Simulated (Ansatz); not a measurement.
BaGaHO2:
Space group P4/mmm (No. 123); a = 3.980 Å, b = 3.980 Å, c = 3.898 Å, α = 90.00°, β = 90.00°, γ = 90.00°

```json
[
 {"atom": "Ba", "site": "1d", "symmetry": "4/mmm", "x": "0.5000", "y": "0.5000", "z": "0.5000"},
 {"atom": "Ga", "site": "1a", "symmetry": "4/mmm", "x": "0.0000", "y": "0.0000", "z": "0.0000"},
 {"atom": "O", "site": "2f", "symmetry": "mmm.", "x": "0.0000", "y": "0.5000", "z": "0.0000"},
 {"atom": "H", "site": "1b", "symmetry": "4/mmm", "x": "0.0000", "y": "0.0000", "z": "0.5000"}
]
```

Relaxed at zero pressure with r²SCAN (plane waves, PAW; program Ansatz).

Question: The volume is lowered by 9 % and shape and atoms relax at that volume. What pressure results, and how do the axes share the change?

Answer: 14.6 GPa; a -2.5 %, b -2.5 %, c -4.2 %; the energy rises by 46 meV/atom.

Question: Give the new structure.

Answer: 
Space group P4/mmm (No. 123); a = 3.8787 Å, b = 3.8787 Å, c = 3.7347 Å, α = 90.00°, β = 90.00°, γ = 90.00°

| atom | site | symmetry | x | y | z |
|---|---|---|---|---|---|
| Ba | 1d | 4/mmm | 0.5000 | 0.5000 | 0.5000 |
| Ga | 1a | 4/mmm | 0.0000 | 0.0000 | 0.0000 |
| O | 2f | mmm. | 0.0000 | 0.5000 | 0.0000 |
| H | 1b | 4/mmm | 0.0000 | 0.0000 | 0.5000 |

The phase is kept; no other phase was compared at this pressure.

The start of the workflow was typed in or built on a structure type; neither database checked (COD, Materials Project) lists it. Its standing as an ambient phase is unchecked. The cell was relaxed with r²SCAN under the symmetry of its start; its stability against distortions is not shown here. Scalar-relativistic: spin–orbit coupling is off unless named, which matters more the heavier the elements.

Potentials: the earlier of the program's two PAW sets.
